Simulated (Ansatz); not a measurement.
Mg$_{2}$Ge:
```yaml
crystal:
  lattice:
    - [0.00000, 3.21047, 3.21047]
    - [3.21047, 0.00000, 3.21047]
    - [3.21047, 3.21047, 0.00000]
  atoms:
    - { symbol: Mg, position: [0.75000, 0.75000, 0.75000] }
    - { symbol: Mg, position: [0.25000, 0.25000, 0.25000] }
    - { symbol: Ge, position: [0.00000, 0.00000, 0.00000] }
```

Relaxed with PBE. Special points in fractions of this cell's reciprocal vectors: Γ (0.000, 0.000, 0.000); X (0.500, 0.000, 0.500); U (0.625, 0.250, 0.625); K (0.375, 0.375, 0.750); L (0.500, 0.500, 0.500); W (0.500, 0.250, 0.750).

Q: List the band energies nearest the valence-band maximum at these points for PBE (plane waves, PAW; program Ansatz).

A: In eV from the valence-band maximum; about four levels below and three above (degenerate sets whole), none deeper than 8.9 eV; points with the same levels are listed once.

```tsv
k	below	above
Γ	0.00 0.00 0.00	0.95 2.79 2.79 2.79
X	-8.02 -4.48 -1.98 -1.98	0.16 0.52 7.80 7.80
U	-8.04 -4.05 -3.46 -1.65	0.70 3.08 5.95
L	-8.46 -4.79 -0.73 -0.73	0.94 2.74 2.74
W	-7.99 -3.64 -3.64 -2.66	2.77 3.68 3.72 3.72
```

Space group Fm-3m (anti-fluorite). The cell was relaxed with PBE under the symmetry of its start; of distortions, only those at the zone centre were tested. Spin–orbit coupling is left out wherever it is not named.

Potentials: the later of the program's two PAW sets.
